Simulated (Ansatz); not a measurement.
Polymorphs of NaCl, each relaxed with the program Ansatz at the HSE06 level (PAW):

A: rock salt (Fm-3m)
a = b = c = 5.6521 Å, α = β = γ = 90.00°

```tsv
atom	site	symmetry	x	y	z
Na	4a	m-3m	0.0000	0.0000	0.0000
Cl	4b	m-3m	0.5000	0.5000	0.5000
```

B: CsCl type (Pm-3m)
a = 3.4821 Å, b = 3.4821 Å, c = 3.4821 Å, α = 90.00°, β = 90.00°, γ = 90.00°

| atom | site | symmetry | x | y | z |
|---|---|---|---|---|---|
| Na | 1a | m-3m | 0.0000 | 0.0000 | 0.0000 |
| Cl | 1b | m-3m | 0.5000 | 0.5000 | 0.5000 |

**Question.** Order them by energy per atom at 0 K (lowest first) at the level HSE06.

**Answer.** A (+0 meV/atom), B (+162 meV/atom)

**Question.** Give each one's gap.

**Answer.** A 6.45 eV; B 5.36 eV.

Not the usual ambient phase: B. All cells were relaxed under the symmetry of their starts (and spin orders); stability against distortions was not tested throughout.

Potentials: the earlier of the program's two PAW sets.
